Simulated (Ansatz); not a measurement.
A distorted cell of NaF (rock salt):

```
CELL_PARAMETERS angstrom
      0.00000     4.70157     4.70157
      2.35078     2.35078     4.70157
      2.35078     2.35078     0.00000
ATOMIC_POSITIONS crystal
  F  0.96644 0.03356 0.96644
  F  0.53356 0.96644 0.03356
  Na 0.03970 0.46030 0.53970
  Na 0.46030 0.53970 0.46030
```

Level of theory: PBE (plane waves to 420 eV, PAW, scalar-relativistic; Ansatz, a first-principles code). k mesh 12×12×12 (Γ-centred), Fermi-Dirac smearing 0.05 eV. Compression counts positive. NaF was relaxed with its symmetry unable to fall. The relaxed volume of NaF is well above the measured one; the method has no dispersion term.

Predict the force on every atom, in eV/Å.


```tsv
atom	Fx	Fy	Fz
F1	0.000	0.224	0.000
F2	0.000	-0.224	0.000
Na3	0.000	-0.318	0.000
Na4	0.000	0.318	0.000
```

What is the stress tensor (GPa)?


```
  -0.62     0.00     0.00
   0.00    -0.18     0.00
   0.00     0.00     0.28
```
The pressure, a third of the trace, is -0.17 GPa.

(A displaced cell: forces are minus the slopes of the energy, force constants its curvatures, and phonons follow from these.)
